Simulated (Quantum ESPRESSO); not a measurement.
# Quadrupole interaction in SnO2

```
SnO2
1.0
    4.73800     0.00000     0.00000
    0.00000     4.73800     0.00000
    0.00000     0.00000     3.18650
Sn O
2 4
Direct
  0.00000   0.00000   0.00000
  0.50000   0.50000   0.50000
  0.30549   0.30549   0.00000
  0.19451   0.80549   0.50000
  0.69451   0.69451   0.00000
  0.80549   0.19451   0.50000
```
The cell was made here from an entry of the Crystallography Open Database (unchecked): atoms relaxed with PBE in the measured cell (PBE without dispersion, pw.x of a modified build of Quantum ESPRESSO, symmetry kept).  Stability against distortions was not tested.

Principal values are ordered |Vxx| ≤ |Vyy| ≤ |Vzz|, η = (Vxx − Vyy)/Vzz, and C_Q = eQVzz/h is given by its size. Cores are frozen. Against all-electron runs on small test molecules, this scheme's |Vzz| missed by −2 to +6 % on O. Sn had no test against all-electron runs. Spin–orbit coupling is left out, a limit on Sn. The structure is static (0 K, no zero-point motion).

Quadrupole moments taken as inputs (sizes, barn, from the tables of PySCF and pymatgen): ¹⁷O 0.0256.

Problem. What do the calculations give at each independent site (field gradients by a PBE PAW density (pw.x of Quantum ESPRESSO, JTH datasets) with the all-electron reconstruction of Petrilli and co-workers, 22.5 Ha, k-mesh 5×5×7 through Γ)?

Solution. 
```json
[
 {"site": "Sn (atoms 1, 2)", "site symmetry": "mmm", "Vzz (10²¹ V/m²)": "5.35", "η_Q": "0.70", "∣C_Q∣ (MHz)": "–"},
 {"site": "O (atoms 3, 4, 5, 6)", "site symmetry": "m2m", "Vzz (10²¹ V/m²)": "-10.64", "η_Q": "0.13", "∣C_Q∣ (MHz)": "6.59 (¹⁷O)"}
]
```
